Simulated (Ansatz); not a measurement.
# Relaxing a structure of Al

The start is a relaxed Al cell displaced along its unstable phonon at q = Γ (92i cm⁻¹), largest move 0.15 Å. The cell and all atomic positions are relaxed at zero pressure with r2SCAN (plane waves to 500 eV, PAW, scalar-relativistic; Ansatz, an electronic-structure program). First-step values are on the input's coarse k-mesh.

Ansatz input (later rounds restart from its end on a renewed k-mesh):
Ansatz 0.2 input:
```yaml
crystal:
  lattice:
    - [4.5468839248, 0, 0]
    - [-2.2734419624, 3.9377169869, 0]
    - [0, 0, 2.7588050355]
  atoms:
    - { symbol: Al, position: [0, 0, 0] }
    - { symbol: Al, position: [0.3333333333, 0.6666666667, 0.4456286334] }
    - { symbol: Al, position: [0.6666666667, 0.3333333333, 0.5543713666] }
basis: { ecutwfc: 500, ecutrho_ratio: 4, xc_grid: 4, fft_grid_basis: typed }
kpoints: { mp_grid: { grid: [8, 8, 12] } }
hamiltonian:
  xc: r2scan
  dispersion: none
  pseudopotentials: { kind: paw }
scf: { occupations: { method: fermi_dirac, width: 0.05 } }
relax: { f_tol: 0.01, max_steps: 100, cell: { stress_tol: 0.02 } }
output: { forces: true, stress: true }
```

Task: Which atoms feel the largest initial force, and how large is it?

Result: 0.10 eV/Å, on Al2, Al3 (atoms numbered as listed).

Task: How much energy is released per atom?

Result: 0.02 eV/atom.

Task: How does the volume per atom move from start to end?

Result: -1.5 %, from 16.46 to 16.21 Å³/atom.

Task: Does it find its way back to the structure it was made from?

Result: It does not go back: it reaches Im-3m (No. 229), bcc (W type), 0.03 eV/atom below the parent.

Final values are on a 20×20×20 k-mesh of the relaxed cell. No spin polarisation in the result.

The run could not lose the symmetry of its start: the end is stationary, and may be a saddle point rather than a minimum.

The relaxed structure here is a generated cell of Al: the first start was made by placing the elements on the sites of a structure type, and the end was not matched to a known phase here, so it may be hypothetical. Known forms of Al include space group No. 225.
